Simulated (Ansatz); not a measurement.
Cd2P3I:
```
CELL_PARAMETERS angstrom
      4.15857     4.67861     0.00000
     -4.15857     4.67861     0.00000
     -1.24909     0.00000     7.47571
ATOMIC_POSITIONS crystal
  Cd 0.39367 0.89064 0.27904
  Cd 0.60633 0.10936 0.72096
  Cd 0.89064 0.39367 0.22096
  Cd 0.10936 0.60633 0.77904
  P  0.19499 0.19499 0.75000
  P  0.80501 0.80501 0.25000
  P  0.93506 0.15607 0.53899
  P  0.06494 0.84393 0.46101
  P  0.15607 0.93506 0.96101
  P  0.84393 0.06494 0.03899
  I  0.62130 0.62130 0.75000
  I  0.37870 0.37870 0.25000
```

Relaxed with r²SCAN. Special points in fractions of this cell's reciprocal vectors: Γ (0.000, 0.000, 0.000); Y (0.500, 0.500, 0.000); M (0.500, 0.500, 0.500); A (0.000, 0.000, 0.500); L2 (0.000, 0.500, 0.500); V2 (0.000, 0.500, 0.000).

Task: List the band energies nearest the valence-band maximum at these points for r²SCAN (plane waves, PAW; program Ansatz).

Result: In eV from the valence-band maximum; about four levels below and three above (degenerate sets whole), none deeper than 8.9 eV; points with the same levels are listed once.

```tsv
k	below	above
Γ	-1.68 -1.11 -1.07 -0.32	1.89 2.73 2.90
Y	-1.15 -0.86 -0.59 -0.26	1.69 2.40 2.75
M	-0.96 -0.96 -0.36 -0.36	2.25 2.25 2.77 2.77
A	-1.44 -1.44 -0.72 -0.72	2.52 2.52 2.65 2.65
L2	-1.30 -1.09 -0.60 -0.57	2.06 2.39 2.61
V2	-1.38 -1.20 -0.97 -0.17	1.80 1.96 2.45
```

Space group C2/c. The first step of the workflow began from a Materials Project structure, measured or hypothetical; the Crystallography Open Database copy checked does not list it. COD files the formula under space group No. 9, so this cell is another polymorph or a model. Its standing as an ambient phase is unchecked. The cell was relaxed with r²SCAN under the symmetry of its start; whether a distortion lowers the energy is not shown. Scalar-relativistic: spin–orbit coupling is off unless named, which matters more the heavier the elements.

Potentials: the later of the program's two PAW sets.
